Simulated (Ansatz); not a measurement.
Crystals of one structure type (zinc blende) and one family of elements, relaxed and computed with the program Ansatz at the PBE level (PAW).

```csv
crystal,V (Å³/atom),B₀ by P(V) fit (GPa)
BP,11.76,162
BAs,13.90,?
GaP,20.86,76.6
AlP,20.88,82.5
AlAs,23.50,67.1
GaAs,23.70,60.2
InP,26.45,59.2
```

Fit a straight line to ln B₀ against ln V and predict the withheld value.

Least squares on the 6 shown rows: ln B₀ = -1.29 × ln V + (8.271), with a scatter of 5 %. For BAs this gives 131. The run itself gave 131, within the scatter.

All cells were relaxed under the symmetry of their starts (and spin orders); stability against distortions was not tested throughout. Scalar-relativistic: spin–orbit coupling is off unless named, which matters more the heavier the elements.

Potentials: the later of the program's two PAW sets.
